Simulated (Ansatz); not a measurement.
CuSn:
```yaml
crystal:
  lattice:
    - [4.13848, 0.00000, 0.00000]
    - [-2.06924, 3.58403, 0.00000]
    - [0.00000, 0.00000, 5.01334]
  atoms:
    - { symbol: Cu, position: [0.00000, 0.00000, 0.00000] }
    - { symbol: Cu, position: [0.00000, 0.00000, 0.50000] }
    - { symbol: Sn, position: [0.33333, 0.66667, 0.25000] }
    - { symbol: Sn, position: [0.66667, 0.33333, 0.75000] }
```

Relaxed with r²SCAN. Special points in fractions of this cell's reciprocal vectors: Γ (0.000, 0.000, 0.000); M (0.500, 0.000, 0.000); K (0.333, 0.333, 0.000); A (0.000, 0.000, 0.500); L (0.500, 0.000, 0.500); H (0.333, 0.333, 0.500).

Task: List the band energies nearest the Fermi level at these points for r²SCAN with spin–orbit coupling (plane waves, PAW; program Ansatz).

Result: In eV from the Fermi level; about four levels below and three above (degenerate sets whole), none deeper than 8.9 eV; points with the same levels are listed once.

| k | below | above |
|---|---|---|
| Γ | -2.91 -2.91 -1.44 -1.44 | 0.89 0.89 1.20 1.20 |
| M | -1.75 -1.75 -0.99 -0.99 | 0.90 0.90 3.34 3.34 |
| K | -0.28 -0.28 -0.25 -0.25 | 1.09 1.09 1.22 1.22 |
| A | -3.57 -3.57 -3.57 -3.57 -3.56 -3.56 -3.56 -3.56 | 1.86 1.86 1.86 1.86 |
| L | -3.15 -3.15 -3.15 -3.15 | 0.19 0.19 0.19 0.19 |
| H | -2.55 -2.55 -2.52 -2.52 | 5.78 5.78 5.99 5.99 |

Space group P6_3/mmc (NiAs type). The first step of the workflow began from a Materials Project structure, measured or hypothetical; the Crystallography Open Database files this formula in space group No. 194, but the cells were not matched. Its standing as an ambient phase is unchecked. The cell was relaxed with r²SCAN under the symmetry of its start; whether a distortion lowers the energy is not shown. The run is not spin-polarised.

Potentials: the later of the program's two PAW sets.
